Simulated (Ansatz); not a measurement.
ScAl2 (MoSi2 or CaC2 type, I4/mmm) at seven volumes, plane-wave PAW PBE (Ansatz code), shape and atoms relaxed at each. One row is withheld.

| V (Å³/atom) | P (GPa) |
|---|---|
| 16.882 | 8.44 |
| 17.439 | 5.19 |
| 17.995 | ? |
| 18.552 | 0.00 |
| 19.108 | -2.06 |
| 19.665 | -3.83 |
| 20.221 | -5.34 |

Fit the shown pressures and predict the withheld one.

P = (3/2)B₀(x^(7/2) − x^(5/2))[1 + (3/4)(B′ − 4)(x − 1)] with x = (V₀/V)^(2/3). Least squares on the six rows gives V₀ = 18.552 Å³/atom, B₀ = 73.9 GPa, B′ = 4.06. At V = 17.995, x = 1.0205 and P = 2.40 GPa. The run itself gave 2.41 GPa.

The cell is a constructed one: a structure type filled with these elements; neither database checked (COD, Materials Project) lists it. Whether it is the stable phase at ambient conditions was not checked. The cell was relaxed with PBE under the symmetry of its start; its stability against distortions is not shown here. No spin polarisation was allowed.

Potentials: the earlier of the program's two PAW sets.
